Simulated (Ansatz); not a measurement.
BN (h-BN type, space group P6_3/mmc)

```cif
data_B2N2
_chemical_formula_sum 'B2 N2'
_space_group_name_H-M_alt 'P63/mmc'
_space_group_IT_number 194
_space_group_name_Hall '-P 6c 2c'
_cell_length_a 2.50580
_cell_length_b 2.50580
_cell_length_c 6.61621
_cell_angle_alpha 90.000
_cell_angle_beta 90.000
_cell_angle_gamma 120.000
loop_
_atom_site_label
_atom_site_type_symbol
_atom_site_symmetry_multiplicity
_atom_site_Wyckoff_symbol
_atom_site_fract_x
_atom_site_fract_y
_atom_site_fract_z
_atom_site_occupancy
B1 B 2 c 0.33333 0.66667 0.25000 1
N1 N 2 d 0.66667 0.33333 0.25000 1
```

E(V) scan at fixed shape, V₀ the volume above. Symmetry pins the atoms to their sites.

These are PBE-D3(BJ) (plane waves to 420 eV, PAW, scalar-relativistic; Ansatz, a quantum-chemistry and plane-wave program) values and carry that method's errors. k mesh 15×15×5 (Γ-centred), Fermi-Dirac smearing 0.05 eV. Energies are smeared free energies. With the shape held, the modulus is that of even scaling; a crystal free to change shape is softer. BN was relaxed with its symmetry unable to fall. The PAW data are Ansatz's earlier set. ΔE is measured from the relaxed starting cell.

```tsv
V (Å³/atom)	ΔE (meV/atom)
8.095	80.2
8.320	43.2
8.545	18.4
8.770	4.4
8.994	0.0
9.219	4.1
9.444	15.8
9.669	34.2
9.894	58.7
```

Task: What is the fitted pressure derivative B₀′?

Result: 3.7.

Task: What bulk modulus at fixed cell shape B₀ follows from a third-order Birch-Murnaghan fit?

Result: 243 GPa. Check by three points about V = 8.994 Å³/atom, step 0.225: d²E/dV² ≈ (4.4 − 2·0.0 + 4.1) meV / 0.225² = 0.168 eV/Å⁶, and V·d²E/dV² × 160.2 = 242 GPa.

(A scan under strain: stresses follow from slopes of the energy per volume, elastic moduli from its curvatures.)
